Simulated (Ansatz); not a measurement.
A geometry of Rh away from equilibrium: the start of the relaxation of a relaxed Rh cell, doubled along one cell vector, shaken by Gaussian noise of σ = 0.08 Å a coordinate. The numbers are results of r2SCAN (plane waves to 500 eV, PAW, scalar-relativistic; Ansatz, an electronic-structure program), not measurements. Γ-centred k-mesh 10×5×10 on the run's cell (coarser than for final values), Fermi–Dirac smearing 0.05 eV.

```xyz
4
Lattice="0.0000 2.7306 2.7306 5.4612 0.0000 5.4612 2.7306 2.7306 0.0000" Properties=species:S:1:pos:R:3 pbc="T T T"
Rh     4.1586     3.9905     4.1300
Rh     6.8221     4.2991     6.7847
Rh     2.6581     2.7237     2.7768
Rh     5.5670     2.6767     5.5169
```

Predict the force on each atom, in eV/Å.


```json
[
 {"atom": "Rh1", "Fx": "-0.82", "Fy": "0.52", "Fz": "0.20"},
 {"atom": "Rh2", "Fx": "1.01", "Fy": "-2.56", "Fz": "0.69"},
 {"atom": "Rh3", "Fx": "0.37", "Fy": "-0.01", "Fz": "-0.67"},
 {"atom": "Rh4", "Fx": "-0.56", "Fy": "2.05", "Fz": "-0.22"}
]
```

What is the pressure?

+2.0 GPa, compression positive.

No spin polarisation in the result.

Of the parent cell (Fd-3m (No. 227)): it is a generated cell of Rh: the first start was made by placing the elements on the sites of a structure type, and the end was not matched to a known phase here, so it may be hypothetical. Known forms of Rh include space group No. 225.
